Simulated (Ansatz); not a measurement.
SnS2:
Space group P-3m1 (No. 164); a = b = 3.6693 Å, c = 5.8075 Å, α = β = 90.00°, γ = 120.00°

```json
[
 {"atom": "Sn", "site": "1a", "symmetry": "-3m.", "x": "0.0000", "y": "0.0000", "z": "0.0000"},
 {"atom": "S", "site": "2d", "symmetry": "3m.", "x": "0.3333", "y": "0.6667", "z": "0.2545"}
]
```

Relaxed with PBE+D3(BJ).

Q: Which orbitals make up the states near the band edges in DFT-PBE+D3(BJ) in the program Ansatz with PAW potentials?

A: Top 1 eV of the valence band: S 3p 96 %. Bottom 1 eV of the conduction band: S 3p 56 %, Sn 5s 35 %, outside the projected shells 6 %. Projections are on Löwdin-orthogonalised atomic valence shells; empty p or d shells of many metals are not among them.

Q: Tabulate the density of states.

A: States/eV per cell of 3 atoms, in 0.25 eV bins, energy from the valence-band maximum.

| E (eV) | total | S 3p | Sn 5p | Sn 5s |
|---|---|---|---|---|
| -7.85 | 0.00 | 0.00 | 0.00 | 0.00 |
| -7.60 | 0.00 | 0.00 | 0.00 | 0.00 |
| -7.35 | 0.00 | 0.00 | 0.00 | 0.00 |
| -7.10 | 1.36 | 0.51 | 0.00 | 0.76 |
| -6.85 | 1.65 | 0.63 | 0.00 | 0.85 |
| -6.60 | 0.96 | 0.35 | 0.00 | 0.47 |
| -6.35 | 0.77 | 0.28 | 0.00 | 0.36 |
| -6.10 | 0.69 | 0.25 | 0.00 | 0.30 |
| -5.85 | 0.79 | 0.30 | 0.00 | 0.30 |
| -5.60 | 0.90 | 0.38 | 0.00 | 0.28 |
| -5.35 | 0.45 | 0.18 | 0.00 | 0.14 |
| -5.10 | 0.27 | 0.10 | 0.00 | 0.08 |
| -4.85 | 0.29 | 0.14 | 0.05 | 0.04 |
| -4.60 | 0.79 | 0.49 | 0.25 | 0.00 |
| -4.35 | 1.69 | 1.07 | 0.52 | 0.00 |
| -4.10 | 1.72 | 1.11 | 0.51 | 0.00 |
| -3.85 | 1.28 | 0.85 | 0.35 | 0.01 |
| -3.60 | 1.22 | 0.82 | 0.30 | 0.01 |
| -3.35 | 1.63 | 1.13 | 0.38 | 0.02 |
| -3.10 | 1.75 | 1.24 | 0.40 | 0.02 |
| -2.85 | 2.34 | 1.74 | 0.47 | 0.02 |
| -2.60 | 2.66 | 1.98 | 0.55 | 0.02 |
| -2.35 | 2.33 | 1.77 | 0.44 | 0.02 |
| -2.10 | 2.00 | 1.56 | 0.33 | 0.01 |
| -1.85 | 1.58 | 1.28 | 0.22 | 0.01 |
| -1.60 | 1.71 | 1.48 | 0.16 | 0.01 |
| -1.35 | 2.01 | 1.78 | 0.15 | 0.01 |
| -1.10 | 3.14 | 2.87 | 0.17 | 0.02 |
| -0.85 | 3.08 | 2.87 | 0.11 | 0.02 |
| -0.60 | 4.50 | 4.32 | 0.06 | 0.01 |
| -0.35 | 3.78 | 3.67 | 0.02 | 0.00 |
| -0.10 | 0.66 | 0.63 | 0.00 | 0.00 |
| 0.15 | 0.00 | 0.00 | 0.00 | 0.00 |
| 0.40 | 0.00 | 0.00 | 0.00 | 0.00 |
| 0.65 | 0.00 | 0.00 | 0.00 | 0.00 |
| 0.90 | 0.00 | 0.00 | 0.00 | 0.00 |
| 1.15 | 0.00 | 0.00 | 0.00 | 0.00 |
| 1.40 | 0.33 | 0.18 | 0.00 | 0.12 |
| 1.65 | 0.86 | 0.47 | 0.02 | 0.30 |
| 1.90 | 1.42 | 0.80 | 0.03 | 0.49 |
| 2.15 | 1.67 | 0.95 | 0.05 | 0.58 |
| 2.40 | 1.88 | 1.06 | 0.06 | 0.66 |
| 2.65 | 1.62 | 0.89 | 0.06 | 0.59 |
| 2.90 | 0.22 | 0.12 | 0.01 | 0.08 |
| 3.15 | 0.00 | 0.00 | 0.00 | 0.00 |
| 3.40 | 0.00 | 0.00 | 0.00 | 0.00 |
| 3.65 | 0.07 | 0.00 | 0.04 | 0.00 |
| 3.90 | 0.17 | 0.01 | 0.10 | 0.00 |
| 4.15 | 0.22 | 0.02 | 0.13 | 0.00 |
| 4.40 | 0.57 | 0.08 | 0.34 | 0.00 |
| 4.65 | 1.76 | 0.32 | 0.96 | 0.01 |
| 4.90 | 1.78 | 0.36 | 0.98 | 0.01 |
| 5.15 | 2.34 | 0.49 | 1.39 | 0.01 |
| 5.40 | 1.79 | 0.41 | 1.06 | 0.00 |
| 5.65 | 2.05 | 0.48 | 1.10 | 0.00 |
| 5.90 | 4.24 | 0.95 | 2.01 | 0.01 |

The cell was relaxed with PBE+D3(BJ) under the symmetry of its start; of distortions, only those at the zone centre were tested. Spin–orbit coupling is left out wherever it is not named.

Potentials: the later of the program's two PAW sets.
